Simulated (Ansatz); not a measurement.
Mn$_{3}$SiN (anti-perovskite, Pm-3m) at seven volumes, PBEsol in the plane-wave PAW code Ansatz, scaled uniformly. One row is withheld.

```csv
V (Å³/atom),P (GPa)
9.053,33.14
9.352,20.16
9.650,?
9.949,-0.02
10.247,-7.95
10.545,-14.54
10.844,-19.98
```

Question: Fit the shown pressures and predict the withheld one.

Answer: Third-order Birch–Murnaghan: P = (3/2)B₀(x^(7/2) − x^(5/2))[1 + (3/4)(B′ − 4)(x − 1)] with x = (V₀/V)^(2/3). Least squares on the six rows gives V₀ = 9.946 Å³/atom, B₀ = 283.3 GPa, B′ = 4.64. At V = 9.650, x = 1.0203 and P = 9.18 GPa. The run itself gave 9.27 GPa.

The start of the workflow was typed in or built on a structure type; neither database checked (COD, Materials Project) lists it. Its standing as an ambient phase is unchecked. Symmetry was held in the PBEsol relaxation; its stability against distortions is not shown here. Spin order of the final state: ferromagnetic, chosen from 4 collinear starts compared on coarse meshes (ties went to the first, and starts can fall back to one state), not a proven ground state. The volume moved by -19 % from the start of the relaxation. No Hubbard U is applied.

Potentials: the earlier of the program's two PAW sets. The files were generated under PBE; for other functionals the program regenerates the frozen cores, and for LDA and PBEsol the local potential too.
